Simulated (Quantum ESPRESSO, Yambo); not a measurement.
CsHgF$_{3}$ (cubic perovskite, space group Pm-3m, No. 221). The geometry is that of Materials Project entry mp-561947, symmetrised and not relaxed again. Chain: norm-conserving PBEsol (Quantum ESPRESSO, 84 Ry, no spin-orbit coupling); G0W0 in Yambo (4×4×4 Γ-centred k mesh, bands 5 to 147 and a 7 Ry block in the screening, 147 bands in G with the Bruneval-Gonze terminator, plasmon pole fitted at 27.2 eV); BSE (8×8×8 mesh, 14 valence and 1 conduction bands, static screening with 60 bands and a 3 Ry block, scissor 2.24 eV, Tamm-Dancoff).

The PBEsol gap (dense path) comes out as 0.55 eV and the PBEsol gap R → Γ on the GW mesh comes out as 0.55 eV. The PBEsol smallest direct gap on the GW mesh, at Γ is 2.57 eV and the G0W0 direct gap at that point comes out as 4.81 eV. The G0W0 correction to the gap R → Γ comes out as 1.78 eV and the lowest exciton is no binding energy given (see below).

Rough cost of the Yambo steps against G0W0 for 8 states: BSE about 2×.

Nearest settings tried, and what they do to the gap: 72 bands in W: +312 meV. Not varied: bands in G, block, mesh. So the settings aren't converged at that level. The BSE states are vertical excitations (zero momentum); the indirect quasiparticle gap, about 2.32 eV, is smaller than the direct one (4.81 eV on the GW mesh). The lowest state covers only about 3 of the 512 k points, so the mesh doesn't resolve it: its energy and its distance from the direct gap are mesh artefacts. An extended exciton needs a far denser mesh.

Without spin-orbit coupling, band edges of such heavy elements can be off by tenths of an eV. The cell is held in this high symmetry; tilts and polar distortions were not searched.
